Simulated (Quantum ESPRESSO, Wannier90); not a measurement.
## Wannier functions of Ag (fcc (Cu type))

```xyz
1
Lattice="0.0000 2.0522 2.0522 2.0522 0.0000 2.0522 2.0522 2.0522 0.0000" Properties=species:S:1:pos:R:3 pbc="T T T"
Ag     0.0000     0.0000     0.0000
```

Cell from Materials Project (mp-124), symmetrised, no further relaxation. This is the element's usual structure. Level: LDA, no spin polarisation, no spin-orbit coupling; pw.x of Quantum ESPRESSO at 69 Ry with PseudoDojo potentials, 10×10×10 k-points, Wannier90. Density: 18×18×18 mesh, cold smearing 0.01 Ry.

A tight-binding model is made by disentanglement and projection with no localisation steps (num_iter = 0), so the 9 orbitals stay atom-like: hydrogen-like Ag: s;p;d, axes along x, y, z; frozen window up to 1.50 eV relative to the Fermi level. It follows pw.x to 7.9 meV rms for states up to 1.0 eV relative to the Fermi level. Matrix elements depend on this choice of orbitals and windows.

**Question.** What are the on-site energies relative to the Fermi level, and how fast do the hoppings decay?

**Answer.** 
```json
[
 {"atom": "Ag1", "orbitals": "s", "energy (eV)": "4.47"},
 {"atom": "Ag1", "orbitals": "pz px py", "energy (eV)": "11.50"},
 {"atom": "Ag1", "orbitals": "dz2 dx2-y2", "energy (eV)": "-4.13"},
 {"atom": "Ag1", "orbitals": "dxz dyz dxy", "energy (eV)": "-4.18"}
]
```

| distance of the centres (Å) | largest modulus (eV) |
|---|---|
| 2–3 | 1.8 |
| 4–5 | 0.33 |
| 5–6 | 0.10 |
| 6–7 | 0.053 |
| 7–8 | 0.030 |
| 8–9 | 0.033 |
| 9–10 | 0.0079 |
| 10–11 | 0.0060 |
